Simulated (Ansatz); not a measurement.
TlI, in the lowest among the structures calculated here: Pm-3m (No. 221), cP2, CsCl type; a = b = c = 4.245 Å, α = β = γ = 90.00°; Tl 1a (0.000, 0.000, 0.000); I 1b (0.500, 0.500, 0.500). Method: r2SCAN (plane waves to 500 eV, PAW, scalar-relativistic; Ansatz, a first-principles code). Element references, the lowest calculated here: Tl (P6₃/mmc), I (Cmce).

Give the formation energy of this Pm-3m form of TlI from the elements at the level r2SCAN.

-0.74 eV/atom.

Static energies, no anion corrections, no zero-point energy. Values are rounded to 0.01 eV/atom. Spin-orbit coupling is missing from these energies, which matters for elements this heavy. The compounds carry no spin polarisation.
